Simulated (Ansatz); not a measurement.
C in space group P4_12_12 (No. 92; C on 4a, C on 8b), DFT-PBE in the program Ansatz with PAW potentials. The conduction-band minimum lies at Γ, with 1 equivalent valley. Second derivatives d²E/dk² of the lowest band at one valley (eV·Å²), along Cartesian directions:

```
direction  d²E/dk²
---------  -------
[100]        17.42
[010]        17.42
[001]        18.22
[110]        17.41
[101]        17.81
[011]        17.81
```

Find the principal effective masses, the density-of-states mass and the conductivity mass.

Off-diagonal terms follow from H_xy = H[110] − (H_xx + H_yy)/2, and m*/mₑ = 7.620 eV·Å² over each eigenvalue: 0.42, 0.44, 0.44. One valley's DOS mass (m₁m₂m₃)^(1/3) = 0.43, conductivity mass 3/(Σ 1/mᵢ) = 0.43 mₑ.

What effective density of states Nc follows at 300 K for parabolic valleys?

Nc = 2.509e19 × 1 × (0.43)^(3/2) ≈ 7.1e18 cm⁻³.

The start of the workflow was typed in or built on a structure type; neither database checked (COD, Materials Project) lists it. It is not the phase usual at ambient conditions (space group No. 194, 227). Symmetry was held in the PBE relaxation; its stability against distortions is not shown here. The volume moved by 26 % from the start of the relaxation.

Potentials: the later of the program's two PAW sets.

Edges and masses are those of Kohn–Sham bands, whose gap is no quasiparticle gap.
